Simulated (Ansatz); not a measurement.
## Tetragonal deformation path in Sc

Level of theory: DFT r2SCAN, scalar-relativistic, plane waves, PAW (Ansatz 0.2.0). Cutoff 500 eV, Γ-centred 20×20×20 k-points, Gaussian smearing of 0.15 eV. No spin polarisation. Energies are free energies at this smearing, counted from the undisturbed cell; pressure is positive in compression.

Reference structure (as given, not relaxed at this level; it stands at 4.1 GPa; this fcc form isn't the usual structure):

```
CELL_PARAMETERS angstrom
0.00000 2.27050 2.27050
2.27050 0.00000 2.27050
2.27050 2.27050 0.00000
ATOMIC_POSITIONS crystal
Sc 0.00000 0.00000 0.00000
```

At fixed volume and fractional coordinates, lengths along (0.000, 0.000, 1.000) are scaled against those across it; ρ is that ratio over its starting value. The cell is metallic on the mesh throughout. At ρ = 0.707 the cell becomes cubic (Im-3m), and there the slope of the energy vanishes by symmetry.

Over the sampled range (0.707 to 1.414), is the undisturbed cell the lowest point?

Yes, every other sampled point lies higher.

The scan:

| ρ | ΔE (meV/atom) |
| --- | --- |
| 0.707 | 16.7 |
| 0.850 | 12.7 |
| 1.000 | 0.0 |
| 1.200 | 31.6 |
| 1.414 | 199.6 |